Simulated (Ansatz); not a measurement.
In r²SCAN (plane waves, PAW; program Ansatz), Al in the cubic phase (Fd-3m; Al on 8a, Al on 16d) relaxes to a = 7.378 Å.

Electronic character: metallic (no gap).

The bulk modulus is 79.3 GPa. The relaxed-ion elastic constants in GPa are C11 = 108, C12 = 65.5, C44 = 40.2. The elastic constants imply a Debye temperature near 446 K.

The start of the workflow was typed in or built on a structure type; neither database checked (COD, Materials Project) lists it. It is not the phase usual at ambient conditions (space group No. 225). The r²SCAN relaxation kept the symmetry of its start; whether a distortion lowers the energy is not shown. As this level gives no gap, shear constants depend on the k-mesh and smearing (Fermi–Dirac, 0.1 eV here).

Potentials: the later of the program's two PAW sets.
